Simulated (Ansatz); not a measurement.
TiTe$_{2}$:
```xyz
6
Lattice="6.7613 0.0000 0.0000 0.0000 6.7613 0.0000 0.0000 0.0000 3.7663" Properties=species:S:1:pos:R:3 pbc="T T T"
Ti     0.0000     0.0000     0.0000
Ti     3.3807     3.3807     1.8831
Te     2.0034     2.0034     0.0000
Te     5.3841     1.3772     1.8831
Te     1.3772     5.3841     1.8831
Te     4.7579     4.7579     0.0000
```

Relaxed with PBE. Special points in fractions of this cell's reciprocal vectors: Γ (0.000, 0.000, 0.000); X (0.000, 0.500, 0.000); M (0.500, 0.500, 0.000); Z (0.000, 0.000, 0.500); R (0.000, 0.500, 0.500); A (0.500, 0.500, 0.500).

### Question
List the band energies nearest the Fermi level at these points for PBE in the plane-wave PAW code Ansatz.

### Answer
In eV from the Fermi level; about four levels below and three above (degenerate sets whole), none deeper than 8.9 eV; points with the same levels are listed once.

```csv
k,below,above
Γ,-0.93 -0.36 -0.20 -0.19,0.32 0.32 0.47 0.47
X,-0.60 -0.60 -0.50 -0.50,0.30 0.30 1.02 1.02
M,-0.27 -0.27 -0.10 -0.10,0.47 0.47 1.73 1.73
Z,-1.99 -1.99 -1.74 -1.74,0.84 0.84 1.12 1.12
R,-0.80 -0.80 -0.05 -0.05,1.10 1.10 1.51 1.51
A,-1.07 -1.07 -0.80 -0.80,0.66 0.66 0.83 0.83
```

Space group P4_2/mnm (rutile). A made-up cell: these elements were put on the sites of a structure type; neither database checked (COD, Materials Project) lists it. COD files the formula under space group No. 164, so this cell is another polymorph or a model. Whether it is the stable phase at ambient conditions was not checked. The cell was relaxed with PBE under the symmetry of its start; its stability against distortions is not shown here. No spin polarisation was allowed. Scalar-relativistic: spin–orbit coupling is off unless named, which matters more the heavier the elements.

Potentials: the later of the program's two PAW sets.
